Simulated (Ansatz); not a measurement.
Consider the following.

SnSe:
```yaml
crystal:
  lattice:
    - [11.51219, 0.00000, 0.00000]
    - [0.00000, 4.17434, 0.00000]
    - [0.00000, 0.00000, 4.37092]
  atoms:
    - { symbol: Sn, position: [0.61870, 0.75000, 0.40758] }
    - { symbol: Sn, position: [0.38130, 0.25000, 0.59242] }
    - { symbol: Sn, position: [0.88130, 0.25000, 0.90758] }
    - { symbol: Sn, position: [0.11870, 0.75000, 0.09242] }
    - { symbol: Se, position: [0.14263, 0.25000, 0.52265] }
    - { symbol: Se, position: [0.85737, 0.75000, 0.47735] }
    - { symbol: Se, position: [0.35737, 0.75000, 0.02265] }
    - { symbol: Se, position: [0.64263, 0.25000, 0.97735] }
```

This is the PBE+D3(BJ)-relaxed structure. Cartesian axes are those of the cell as given.

Question: All from plane-wave PAW PBE+D3(BJ) (Ansatz code), unless another level is named. Predict the band gap.

Answer: 0.43 eV (indirect).

Question: Predict the electron effective mass.

Answer: 0.063, 0.13, 3.2 mₑ (principal values).

Question: What about the formation energy from the elements (no fitted shifts)?

Answer: -0.46 eV/atom.

Question: Give the gap with spin–orbit coupling.

Answer: 0.39 eV.

Question: What about the conduction-band minimum?

Answer: on the Y–Γ line, 35 % of the way from Y (k = 0.000, 0.327, 0.000) (2 equivalent valleys).

Space group Pnma. Symmetry was held in the PBE+D3(BJ) relaxation. The references are the lowest solids computed at this level, not always the standard phases. Spin–orbit coupling is left out wherever it is not named.

Potentials: the earlier of the program's two PAW sets.
